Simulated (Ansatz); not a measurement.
**Vibrational response of Be**

Method: DFT PBE, scalar-relativistic, plane waves, PAW (Ansatz). Cutoff 420 eV, 30×30×16 k-points (Γ-centred), Fermi-Dirac smearing of 0.15 eV. No spin polarisation. Phonons by linear response, acoustic sum rule imposed.

Relaxed structure:
```
CELL_PARAMETERS angstrom
2.26404 0.00000 0.00000
-1.13202 1.96072 0.00000
0.00000 0.00000 3.56343
ATOMIC_POSITIONS crystal
Be 0.66667 0.33333 0.75000
Be 0.33333 0.66667 0.25000
```

The cell has the hcp type, in a space group that the Crystallography Open Database lists for this formula; it was reached from a generator's guess. In a metal, frequencies depend on the k mesh and the smearing, soft modes most.

**Question.** Is this structure stable against zone-centre distortions?

**Answer.** Yes, at Γ: no optical mode is imaginary. Strains and other wave vectors aren't tested by this run.

**Question.** List the optical modes at Γ (i marks imaginary ones).

**Answer.**
| frequency (cm⁻¹) | degeneracy |
| --- | --- |
| 467 | 2 |
| 690 | 1 |
